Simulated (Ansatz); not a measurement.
A crystal relaxed with r2SCAN in the PAW code Ansatz has space group Fm-3m (No. 225) and a = 11.345 Å.

```json
{"atom": "Cs", "site": "8c", "x": "0.2500", "y": "0.7500", "z": "0.7500"}
{"atom": "Ag", "site": "4a", "x": "0.0000", "y": "0.0000", "z": "0.0000"}
{"atom": "Xx", "site": "4b", "x": "0.5000", "y": "0.0000", "z": "0.0000"}
{"atom": "Br", "site": "24e", "x": "0.7518", "y": "0.0000", "z": "0.0000"}
```

With r2SCAN the valence top lies at X and the conduction bottom at L, 1.67 eV higher; the smallest vertical gap, at L–W (0.40 of the way from L), is 2.70 eV. The HSE06 gap is indirect, 2.15 eV (X to L), below the direct gap of 3.21 eV at L–W (0.40 of the way from L). Meshes: r2SCAN 4×4×4, HSE06 2×2×2. r2SCAN's ε∞ is 4.5 in all directions.

Task: Which element is Xx?
A. Bi
B. As
C. N
D. P

Result: A. Xx is Bi: Cs2AgBiBr6, elpasolite. Cs is surrounded by 12 Br at 4.01 Å; Ag is surrounded by 6 Br at 2.82 Å; Bi is surrounded by 6 Br at 2.86 Å; Br is surrounded by 1 Ag at 2.82 Å and 1 Bi at 2.86 Å and 4 Cs at 4.01 Å.

All values are calculated for a non-magnetic cell, which may be hypothetical.

Spin-orbit coupling is left out; in compounds of Pb, Bi, Tl or Hg it can lower a gap by up to about 1 eV, split its edges or invert the bands.

The meshes of the hybrids are coarse, so their gaps aren't converged to the digits shown.
